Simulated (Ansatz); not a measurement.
A distorted cell of SrO (rock salt):

```xyz
4
Lattice="0.0000 5.1599 5.1599 2.5800 0.0000 2.5800 2.5800 2.5800 0.0000" Properties=species:S:1:pos:R:3 pbc="T T T"
O      0.0000     0.0000     0.0000
O      2.5800     5.1599     2.5800
Sr     2.5261     2.6339     2.6339
Sr     2.6339     5.1060     5.1060
```

Computed with r2SCAN (plane waves to 500 eV, PAW, scalar-relativistic; Ansatz, a program for electronic structure). k mesh 11×11×11 (Γ-centred), Fermi-Dirac smearing 0.05 eV. Stress and pressure are positive under compression. SrO was relaxed with its symmetry unable to fall.

Task: Predict the force on every atom, in eV/Å.

Result: 
| atom | Fx | Fy | Fz |
|---|---|---|---|
| O1 | 0.000 | 0.000 | 0.000 |
| O2 | 0.000 | 0.000 | 0.000 |
| Sr3 | 0.916 | -0.916 | -0.916 |
| Sr4 | -0.916 | 0.916 | 0.916 |

Task: What is the stress tensor (GPa)?

Result: 
```
   0.43     0.34     0.34
   0.34     0.43    -0.34
   0.34    -0.34     0.43
```
The pressure, a third of the trace, is 0.43 GPa.

(For displaced atoms, the force is minus the slope of the energy, and its curvature is a force constant, which sets phonon frequencies.)
